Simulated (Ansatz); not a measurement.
**Rocksalt alloy of MgO and ZnO (24 of 64 Mg sites exchanged), 128 atoms**

Ansatz, PAW, plane waves. PBEsol relaxation of volume and atoms (shape held) at the single k point (½, ½, ½); single points on the relaxed atoms at the Γ point alone, onto which points of the small cell's zone fold. Arrangement: quasirandom. No spin–orbit coupling unless named.

Relaxed structure:

```cif
data_structure
_symmetry_space_group_name_H-M 'P 1'
_symmetry_Int_Tables_number 1
_cell_length_a 11.9762
_cell_length_b 11.9762
_cell_length_c 11.9762
_cell_angle_alpha 60.000
_cell_angle_beta 60.000
_cell_angle_gamma 60.000
_cell_volume 1214.61
loop_
_atom_site_label
_atom_site_type_symbol
_atom_site_fract_x
_atom_site_fract_y
_atom_site_fract_z
_atom_site_occupancy
O1 O 0.37353 0.12337 0.12653 1
O2 O 0.87624 0.12654 0.12612 1
O3 O 0.12690 0.37342 0.37605 1
O4 O 0.37501 0.62521 0.12444 1
O5 O 0.37467 0.12186 0.62518 1
O6 O 0.62480 0.37598 0.37425 1
O7 O 0.87513 0.62785 0.12229 1
O8 O 0.87636 0.12558 0.62381 1
O9 O 0.12718 0.87332 0.37275 1
O10 O 0.12376 0.37655 0.87614 1
O11 O 0.37528 0.62550 0.62442 1
O12 O 0.62351 0.87343 0.37641 1
O13 O 0.62383 0.37867 0.87362 1
O14 O 0.87650 0.62378 0.62292 1
O15 O 0.12697 0.87331 0.87375 1
O16 O 0.62226 0.87456 0.87743 1
O17 O 0.12661 0.37345 0.12328 1
O18 O 0.37547 0.12499 0.37439 1
O19 O 0.62444 0.37554 0.12504 1
O20 O 0.87443 0.12561 0.37196 1
O21 O 0.12547 0.87480 0.12702 1
O22 O 0.12452 0.37657 0.62320 1
O23 O 0.37391 0.62617 0.37638 1
O24 O 0.62382 0.87355 0.12619 1
O25 O 0.37811 0.12549 0.87433 1
O26 O 0.62154 0.37616 0.62536 1
O27 O 0.87412 0.62643 0.37557 1
O28 O 0.87579 0.12527 0.87440 1
O29 O 0.12649 0.87157 0.62546 1
O30 O 0.37522 0.62170 0.87464 1
O31 O 0.62529 0.87813 0.62200 1
O32 O 0.87767 0.62548 0.87452 1
O33 O 0.12472 0.12773 0.37252 1
O34 O 0.37186 0.37823 0.12486 1
O35 O 0.62577 0.12479 0.37606 1
O36 O 0.87729 0.37312 0.12486 1
O37 O 0.12743 0.62341 0.37572 1
O38 O 0.37630 0.87321 0.12641 1
O39 O 0.12416 0.12568 0.87397 1
O40 O 0.37532 0.37808 0.62436 1
O41 O 0.62283 0.62726 0.37467 1
O42 O 0.87555 0.87259 0.12497 1
O43 O 0.62316 0.12522 0.87448 1
O44 O 0.87794 0.37481 0.62465 1
O45 O 0.12522 0.62531 0.87484 1
O46 O 0.37469 0.87487 0.62525 1
O47 O 0.62364 0.62349 0.87608 1
O48 O 0.87694 0.87395 0.62325 1
O49 O 0.12402 0.12631 0.12608 1
O50 O 0.62428 0.12434 0.12546 1
O51 O 0.12626 0.62378 0.12362 1
O52 O 0.12522 0.12723 0.62530 1
O53 O 0.37112 0.37651 0.37639 1
O54 O 0.62405 0.62868 0.12299 1
O55 O 0.62390 0.12376 0.62617 1
O56 O 0.87721 0.37306 0.37512 1
O57 O 0.12504 0.62522 0.62477 1
O58 O 0.37584 0.87374 0.37370 1
O59 O 0.37355 0.37643 0.87275 1
O60 O 0.62539 0.62492 0.62472 1
O61 O 0.87559 0.87508 0.37788 1
O62 O 0.87829 0.37524 0.87169 1
O63 O 0.37610 0.87643 0.87382 1
O64 O 0.87667 0.87154 0.87536 1
Zn1 Zn 0.99976 0.99858 0.00185 1
Zn2 Zn 0.00153 0.00032 0.49742 1
Zn3 Zn 0.25037 0.25111 0.74915 1
Zn4 Zn 0.74867 0.25141 0.75013 1
Zn5 Zn 0.74907 0.74940 0.75027 1
Zn6 Zn 0.75018 0.24953 0.00002 1
Zn7 Zn 0.00059 0.49972 0.24967 1
Zn8 Zn 0.25124 0.75040 0.99866 1
Zn9 Zn 0.00086 0.99935 0.74891 1
Zn10 Zn 0.49929 0.50110 0.25038 1
Zn11 Zn 0.74945 0.24892 0.50027 1
Zn12 Zn 0.49834 0.25155 0.99965 1
Zn13 Zn 0.75164 0.99871 0.24999 1
Zn14 Zn 0.49756 0.25046 0.50068 1
Zn15 Zn 0.75100 0.50143 0.24834 1
Zn16 Zn 0.75164 0.99842 0.74976 1
Zn17 Zn 0.25039 0.00171 0.00014 1
Zn18 Zn 0.75006 0.00028 0.99801 1
Zn19 Zn 0.24893 0.00016 0.49976 1
Zn20 Zn 0.49946 0.25060 0.25060 1
Zn21 Zn 0.75194 0.49999 0.99950 1
Zn22 Zn 0.00090 0.74927 0.25111 1
Zn23 Zn 0.75023 0.49836 0.49994 1
Zn24 Zn 0.50023 0.74999 0.74940 1
Mg1 Mg 0.50030 0.99950 0.00124 1
Mg2 Mg 0.99955 0.50030 0.00159 1
Mg3 Mg 0.25097 0.25059 0.24920 1
Mg4 Mg 0.49950 0.49913 0.00125 1
Mg5 Mg 0.50037 0.00041 0.49812 1
Mg6 Mg 0.74721 0.25235 0.24964 1
Mg7 Mg 0.00048 0.50041 0.49753 1
Mg8 Mg 0.25154 0.74900 0.24887 1
Mg9 Mg 0.50157 0.50068 0.49751 1
Mg10 Mg 0.75025 0.74919 0.25037 1
Mg11 Mg 0.25157 0.74918 0.74980 1
Mg12 Mg 0.00032 0.99961 0.24977 1
Mg13 Mg 0.25097 0.24918 0.99879 1
Mg14 Mg 0.50036 0.99993 0.24968 1
Mg15 Mg 0.25121 0.24888 0.50077 1
Mg16 Mg 0.74942 0.75093 0.99859 1
Mg17 Mg 0.50021 0.99992 0.74972 1
Mg18 Mg 0.00035 0.50064 0.74936 1
Mg19 Mg 0.25020 0.75072 0.49955 1
Mg20 Mg 0.50030 0.50025 0.74903 1
Mg21 Mg 0.74942 0.75078 0.50052 1
Mg22 Mg 0.00109 0.24974 0.99842 1
Mg23 Mg 0.24947 0.99943 0.25058 1
Mg24 Mg 0.00199 0.75039 0.99959 1
Mg25 Mg 0.00050 0.24935 0.50075 1
Mg26 Mg 0.24880 0.50143 0.24950 1
Mg27 Mg 0.49917 0.74964 0.99906 1
Mg28 Mg 0.24903 0.99894 0.75158 1
Mg29 Mg 0.00102 0.74905 0.49975 1
Mg30 Mg 0.24898 0.50121 0.74986 1
Mg31 Mg 0.49900 0.75007 0.50117 1
Mg32 Mg 0.75072 0.50038 0.74941 1
Mg33 Mg 0.99896 0.25061 0.25039 1
Mg34 Mg 0.24949 0.49949 0.99918 1
Mg35 Mg 0.75072 0.00140 0.50064 1
Mg36 Mg 0.00029 0.24970 0.75008 1
Mg37 Mg 0.25077 0.49936 0.50104 1
Mg38 Mg 0.50009 0.74906 0.24998 1
Mg39 Mg 0.50074 0.25025 0.74849 1
Mg40 Mg 0.99993 0.75086 0.74887 1
```

(1) What are the mean bond lengths by pair (pairs within 1.2 times the sum of covalent radii, less contacts 15 % beyond the pair's median; cation–cation pairs of compounds aside; long ionic contacts are cut short by that bound)?

(2) What gap lies between the top filled and the lowest empty level in the single points?

Results:

(1) Mg–O 2.109 ± 0.009 Å (standard deviation, 240 bonds); O–Zn 2.131 ± 0.009 Å (standard deviation, 144 bonds).

(2) HSE06 4.51 eV (38 s on NVIDIA GB200).
